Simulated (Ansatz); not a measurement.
## CsLiCr2Te2S3 and the effect of the Hubbard U on Cr d

Space group P3m1 (No. 156). a = 3.604 Å, b = 3.604 Å, c = 19.067 Å, α = 90.00°, β = 90.00°, γ = 120.00°
| atom | site | symmetry | x | y | z |
| --- | --- | --- | --- | --- | --- |
| Cs | 1a | 3m. | 0.0000 | 0.0000 | 0.3740 |
| Li | 1c | 3m. | 0.6667 | 0.3333 | 0.0161 |
| Cr | 1a | 3m. | 0.0000 | 0.0000 | 0.8664 |
| Cr | 1b | 3m. | 0.3333 | 0.6667 | 0.1683 |
| Te | 1b | 3m. | 0.3333 | 0.6667 | 0.5389 |
| Te | 1c | 3m. | 0.6667 | 0.3333 | 0.7728 |
| S | 1a | 3m. | 0.0000 | 0.0000 | 0.1003 |
| S | 1b | 3m. | 0.3333 | 0.6667 | 0.9292 |
| S | 1c | 3m. | 0.6667 | 0.3333 | 0.2341 |

The cell comes from a database or a generator and needn't be the stable form of this composition.

Kept alike: task projected density of states; functional PBE; k mesh 9 × 9 × 2; occupations fermi-dirac, width 0.05 eV; collinear spin, ferromagnetic start. Program: Ansatz, Ansatz PAW, cutoff 420 eV. The mesh is that of the run's cell of 9 atoms. No spin-orbit coupling.

```csv
"Hubbard U on Cr d, U (eV)",pressure (GPa),largest site moment (μB)
2,1.32,2.90
4,2.61,3.16
6,3.98,3.36
8,5.38,3.52
```

Pressure is positive in compression, with a Pulay correction for the finite cutoff. For a metal such a mesh leaves the last digits unconverged. How U acts hangs on the program's projectors. The runs hold the magnetic state that their start led to, which needn't be the lowest. Site moments count inside each atom's sphere or projector. U is the effective U - J on orthogonalised atomic projectors. Double counting: fully localised limit (the default).

What does the Hubbard U on Cr d change here?

The pressure rises from 1.32 to 5.38 GPa between 2 and 8 eV. U localises the shell and weakens its bonds, so the cell pushes outwards. The largest site moment rises from 2.90 to 3.52 μB between 2 and 8 eV. U favours whole occupations of the shell, which as a rule raises the local moment.
